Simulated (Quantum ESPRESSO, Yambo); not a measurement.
KF (rock salt, space group Fm-3m, No. 225) under isotropic strain of -1.5 % on all lattice vectors. The PBEsol cell relaxed from Materials Project entry mp-463 was given an isotropic strain of -1.5 % on all lattice vectors, and the atoms were relaxed again. Chain: norm-conserving PBEsol (Quantum ESPRESSO, 84 Ry, without SOC); G0W0 in Yambo (4×4×4 Γ-centred k mesh, 140 bands and a 14 Ry block in the screening, 140 bands in G with the Bruneval-Gonze terminator, plasmon pole fitted at 27.2 eV); BSE (10×10×10 mesh, 3 valence and 1 conduction bands, static screening with 21 bands and a 4 Ry block, scissor 3.82 eV, Tamm-Dancoff).

```yaml
PBEsol gap (dense path): 6.42 eV
PBEsol gap Γ → Γ on the GW mesh: 6.42 eV
PBEsol smallest direct gap on the GW mesh, at Γ: 6.42 eV
G0W0 direct gap at that point: 10.24 eV
G0W0 correction to the gap Γ → Γ: 3.82 eV
direct gap on the BSE mesh, with the scissor: 10.24 eV
first BSE state allowed for light along x: 8.91 eV
lowest BSE state: 8.91 eV
binding_of_the_lowest_exciton: 1.33 eV
RPA electronic dielectric constant along x: 1.96 (16×16×16 mesh, PBEsol bands)
```

Rough cost of the Yambo steps against G0W0 for 6 states: BSE within a factor of two, one RPA spectrum about 1/10.

Convergence of the G0W0 settings was not tested. The BSE states are vertical excitations (zero momentum). Convergence of the RPA response with its 16×16×16 mesh was not tested. Convergence of the binding with the mesh was not shown.
